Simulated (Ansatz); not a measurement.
TaN (rock salt, Fm-3m), plane-wave PAW LDA (Ansatz code), all energies at zero smearing, with the estimated change up to a 700 eV cutoff added, with one set of potentials and settings (totals compare only within such a set). Cell of 2 atoms (1 Ta, 1 N): -10059.472 eV.

| element | reference phase | E (eV/atom) |
|---|---|---|
| Ta | Im-3m, 1 atoms in the cell | -9683.3646 |
| N | P4_2/mnm, 4 atoms in the cell | -373.6525 |

Formation energy per atom, worked out: (-10059.472 − 1×(-9683.3646) − 1×(-373.6525))/2 = -1.227 eV/atom (-118 kJ per mol of atoms), at 0 K, without zero-point energy or fitted corrections.

The LDA relaxation kept the symmetry of its start; of distortions, only those at the zone centre were tested. No spin polarisation was allowed. The references are the lowest solids computed at this level, not always the standard phases (solids in place of the gases). Spin–orbit coupling is left out wherever it is not named.

Potentials: the earlier of the program's two PAW sets.
